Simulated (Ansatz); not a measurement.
This trial cell of Be3S5 was written down by chemical analogy (I-4m2, No. 119). Its size is a guess.

Space group I-4m2 (No. 119). a = 3.440 Å, b = 3.440 Å, c = 22.800 Å, α = 90.00°, β = 90.00°, γ = 90.00°
| atom | site | symmetry | x | y | z |
| --- | --- | --- | --- | --- | --- |
| Be | 4e | 2mm. | 0.5000 | 0.5000 | 0.3030 |
| Be | 2a | -4m2 | 0.0000 | 0.0000 | 0.0000 |
| S | 4f | 2mm. | 0.5000 | 0.0000 | 0.4470 |
| S | 4f | 2mm. | 0.5000 | 0.0000 | 0.3560 |
| S | 2c | -4m2 | 0.0000 | 0.5000 | 0.2500 |

Theory: DFT PBE, scalar-relativistic, plane waves, PAW (Ansatz 0.2.0). Cutoff 420 eV, Gaussian smearing, Γ-centred meshes. Cell and atoms relax first on a coarse mesh, the cell is then made exact in the group found at 0.06 to 0.08 Å, and last on a converged mesh; the steps can't lower the symmetry of their start. No spin polarisation.

A guess keeps its type if space group and coordination stay and the shape of the cell changes little (axis ratios within about 15 %, angles within 6°); the volume may change.

Task: Does this structure survive the relaxation?

Result: It keeps its type. The symmetry stays I-4m2 (No. 119). The volume per atom grows by 3.3 %, from 16.9 to 17.4 Å³. The shortest distance goes from 2.07 Å (S–S) to 2.08 Å (Be–S). The ratio c/a of the conventional cell changes by a factor of 0.92. Counting neighbours within 15 % of an atom's shortest distance, the start has Be 4, S 3/4 and the end Be 4, S 3/4.

The last run used a 12×12×12 mesh for its 8-atom cell and Gaussian smearing of 0.10 eV. Symmetry constrained the relaxation, so the result can be a saddle point. Another cell of the same search, in P1, lies 79 meV/atom lower, so this cell isn't the stable form at this level.

In counts of neighbours, a slash parts the counts of unlike sites.
